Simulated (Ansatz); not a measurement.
Ta$_{2}$O$_{5}$:
```cif
data_O20Ta8
_chemical_formula_sum 'Ta8 O20'
_space_group_name_H-M_alt 'C2/c'
_space_group_IT_number 15
_space_group_name_Hall '-C 2yc'
_cell_length_a 12.81986
_cell_length_b 4.86541
_cell_length_c 5.53209
_cell_angle_alpha 90.000
_cell_angle_beta 103.807
_cell_angle_gamma 90.000
loop_
_atom_site_label
_atom_site_type_symbol
_atom_site_symmetry_multiplicity
_atom_site_Wyckoff_symbol
_atom_site_fract_x
_atom_site_fract_y
_atom_site_fract_z
_atom_site_occupancy
Ta1 Ta 8 f 0.14027 0.24637 0.26606 1
O1 O 8 f 0.38976 0.05480 0.02483 1
O2 O 8 f 0.20491 0.07062 0.62757 1
O3 O 4 e 0.00000 0.10312 0.25000 1
```
(The calculation used a cell of 14 atoms; values per cell refer to that cell.)

Relaxed with r²SCAN. Plane-wave PAW r²SCAN (Ansatz code) gives a gap of 3.68 eV.

Task: What gap does HSE06 give on the same cell (Ansatz, PAW)?

Result: 4.73 eV, 1.06 eV more. The hybrid was solved on a coarser mesh and at special points; its gap is the smallest among all of these.

Cost on shared cores: the r²SCAN run (SCF on a 6×6×5 mesh, then bands and DOS) around 9 core-minutes (rough), the HSE06 run (SCF on 4×4×3, then a few points) around 4 core-minutes (rough); the tasks are unlike.

The start of the workflow was typed in or built on a structure type; neither database checked (COD, Materials Project) lists it. COD files the formula under space group No. 49, so this cell is another polymorph or a model. Its standing as an ambient phase is unchecked. The cell was relaxed with r²SCAN under the symmetry of its start; whether a distortion lowers the energy is not shown. The run is not spin-polarised. Scalar-relativistic: spin–orbit coupling is off unless named, which matters more the heavier the elements.

Potentials: the earlier of the program's two PAW sets.
